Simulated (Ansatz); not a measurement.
Relaxed-ion elastic tensor of GeMo₃ (A15 (Cr3Si type), Pm-3n) in GPa (Voigt order), PBEsol (plane waves, PAW; program Ansatz); density 10.14 g/cm³, 14.76 Å³ per atom.

```
469  152  152  0.0  0.0  0.0
152  469  152  0.0  0.0  0.0
152  152  469  0.0  0.0  0.0
0.0  0.0  0.0  112  0.0  0.0
0.0  0.0  0.0  0.0  112  0.0
0.0  0.0  0.0  0.0  0.0  112
```

### Question
Is the crystal mechanically stable?

### Answer
Yes: the smallest eigenvalue of C is 112 GPa.

### Question
Work out the Voigt, Reuss and Hill averages.

### Answer
K_V = 258, K_R = 258, K_H = 258; G_V = 130, G_R = 127, G_H = 129 GPa.

### Question
Give Young's modulus, Poisson's ratio, Pugh's ratio and the universal anisotropy index.

### Answer
E = 9KG/(3K + G) = 331 GPa; ν = 0.29; K/G = 2.00 (ductile by the Pugh limit of 1.75); A_U = 5G_V/G_R + K_V/K_R − 6 = 0.15.

### Question
Estimate the sound speeds and the Debye temperature.

### Answer
v_l = √((K + 4G/3)/ρ) = 6510 m/s, v_t = √(G/ρ) = 3560 m/s, mean 3970 m/s; Θ = (h/k)(3n/4πV)^(1/3) v_m = 482 K.

### Question
Give the Zener ratio and Young's modulus along [100], [110] and [111].

### Answer
A = 2C44/(C11 − C12) = 0.70; 1/E = S11 − 2(S11 − S12 − S44/2)Γ with Γ = 0, 1/4, 1/3 gives 395, 313, 293 GPa.

### Question
Solve the Christoffel equation for the three sound speeds along [100], [110], [111].

### Answer
Eigenvalues of C_ijkl n_j n_l equal ρv². In km/s, slowest first: [100] 3.32, 3.32, 6.80; [110] 3.32, 3.96, 6.45; [111] 3.76, 3.76, 6.33.

The first step of the workflow began from a Materials Project structure, measured or hypothetical; the Crystallography Open Database copy checked does not list it. Its standing as an ambient phase is unchecked. The cell was relaxed with PBEsol under the symmetry of its start; whether a distortion lowers the energy is not shown. No spin polarisation was allowed. As this level gives no gap, shear constants depend on the k-mesh and smearing (Fermi–Dirac, 0.1 eV here).

Potentials: the later of the program's two PAW sets.
